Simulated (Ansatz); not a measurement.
Relaxation of a generated trial cell of FeSi in the FeSi structure type; 8 atoms in the cell, which starts as P2₁3 (No. 198), cP8; a = 4.4869 Å, b = 4.4869 Å, c = 4.4869 Å, α = 90.00°, β = 90.00°, γ = 90.00°. The numbers are results of PBEsol (plane waves to 420 eV, PAW, scalar-relativistic; Ansatz, a quantum-chemistry and plane-wave program), not measurements. Γ-centred k-mesh 5×5×5 on the run's cell (coarser than for final values), Fermi–Dirac smearing 0.05 eV. This is the first round of the run. Spin-polarised start, with parallel moments on Fe.

The optimiser's lines from the output (shortened; P is positive under compression):

```
relax step   1: F+E_penalty+E_count = -20286.31749116 eV  Δ(F+E_penalty+E_count) = +0.000e0 eV  max|allowed force component| = 1.368e-1 eV/Å  Δτ_max = 0.0000 Å  P = -12.436 GPa  Ω = 90.330 Å³  (37 SCF iters, dr2 threshold 1.00e-7 eV, accepted)
relax step   2: F+E_penalty+E_count = -20286.49404295 eV  Δ(F+E_penalty+E_count) = -1.766e-1 eV  max|allowed force component| = 8.161e-2 eV/Å  Δτ_max = 0.0041 Å  P = -4.992 GPa  Ω = 87.165 Å³  (12 SCF iters, dr2 threshold 8.00e-7 eV, accepted)
relax step   3: F+E_penalty+E_count = -20286.52457781 eV  Δ(F+E_penalty+E_count) = -3.053e-2 eV  max|allowed force component| = 6.320e-3 eV/Å  Δτ_max = 0.0055 Å  P = +0.549 GPa  Ω = 85.186 Å³  (10 SCF iters, dr2 threshold 8.00e-7 eV, accepted)
relax step   4: F+E_penalty+E_count = -20286.52487987 eV  Δ(F+E_penalty+E_count) = -3.021e-4 eV  max|allowed force component| = 4.403e-3 eV/Å  Δτ_max = 0.0011 Å  P = -0.009 GPa  Ω = 85.388 Å³  (8 SCF iters, dr2 threshold 7.54e-7 eV, accepted)
relax step   5: F+E_penalty+E_count = -20286.52307247 eV  Δ(F+E_penalty+E_count) = +1.807e-3 eV  max|allowed force component| = 4.241e-3 eV/Å  Δτ_max = 0.0000 Å  P = -0.037 GPa  Ω = 85.388 Å³  stress off target by 3.67e-2 GPa  SCF on the basis re-selected at this cell (its energy is not comparable with the rows above)  (10 SCF iters)
relax step   6: F+E_penalty+E_count = -20286.52308128 eV  Δ(F+E_penalty+E_count) = -8.810e-6 eV  max|allowed force component| = 3.676e-3 eV/Å  Δτ_max = 0.0010 Å  P = -0.007 GPa  Ω = 85.389 Å³  (7 SCF iters, dr2 threshold 3.37e-9 eV, accepted)
relax step   7: F+E_penalty+E_count = -20286.52308128 eV  Δ(F+E_penalty+E_count) = -1.008e-9 eV  max|allowed force component| = 3.676e-3 eV/Å  Δτ_max = 0.0000 Å  P = -0.007 GPa  Ω = 85.389 Å³  stress off target by 6.89e-3 GPa  SCF on the basis re-selected at this cell (its energy is not comparable with the rows above)  (5 SCF iters)
```

From the first to the last row the energy changes by -0.03 eV/atom and the volume by -5.5 %. The last row is marked as not comparable with the walk above it, whose basis was carried along; it does compare with step 1, since both stand on a basis selected at the nominal cutoff for their own cell.

Later rounds, restarted from the end of this one on a renewed k-mesh, logged 2 more steps and released under 0.01 eV/atom more. The final structure after all rounds: P2₁3 (No. 198), cP8, AFLOW prototype AB_cP8_198_a_a (B20, as in FeSi); a = b = c = 4.404 Å, α = β = γ = 90.00°. Between re-selections the logged energies stand on a plane-wave basis carried along with the cell. No spin polarisation in the result: the starting moments vanished. A magnetic state may lie lower.

The run could not lose the symmetry of its start; a randomly shaken copy of 8 atoms returns to this structure.
